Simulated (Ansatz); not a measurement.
NaH (rock salt), relaxed and computed with several functionals in Ansatz (plane waves, PAW). Much of their spread follows the volume that each gives.

```tsv
functional	V (Å³/atom)	B₀ by P(V) fit (GPa)
r²SCAN	13.78	?
LDA	12.89	27.4
PBEsol	13.75	24.0
HSE06	13.86	24.1
PBE	14.10	23.2
```

**Question.** Fit a straight line to ln B₀ against ln V and predict the withheld value.

**Answer.** Least squares on the 4 shown rows: ln B₀ = -1.85 × ln V + (8.038), with a scatter of 1 %. For r²SCAN this gives 24.2. The run itself gave 24.4, within the scatter.

All cells were relaxed under the symmetry of their starts (and spin orders); stability against distortions was not tested throughout.

Potentials: the later of the program's two PAW sets.

Ansatz (an electronic-structure program) is a plane-wave DFT program.
